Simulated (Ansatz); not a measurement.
Ta:
```xyz
1
Lattice="-1.6407 1.6407 1.6407 1.6407 -1.6407 1.6407 1.6407 1.6407 -1.6407" Properties=species:S:1:pos:R:3 pbc="T T T"
Ta     0.0000     0.0000     0.0000
```

Relaxed with PBEsol. Special points in fractions of this cell's reciprocal vectors: Γ (0.000, 0.000, 0.000); H (0.500, -0.500, 0.500); N (0.000, 0.000, 0.500); P (0.250, 0.250, 0.250).

List the band energies nearest the Fermi level at these points for PBEsol (plane waves, PAW; program Ansatz).

In eV from the Fermi level; about four levels below and three above (degenerate sets whole), none deeper than 8.9 eV; points with the same levels are listed once.

```
k              below           above
-  -----------------  --------------
Γ              -7.97  0.73 0.73 0.73
H        -3.92 -3.92  7.01 7.01 7.01
N        -4.46 -1.60  1.71 3.96 5.02
P  -1.23 -1.23 -1.23  5.20 5.20 7.24
```

Space group Im-3m (bcc (W type)). Symmetry was held in the PBEsol relaxation. The run is not spin-polarised. Spin–orbit coupling is left out wherever it is not named.

Potentials: the later of the program's two PAW sets.
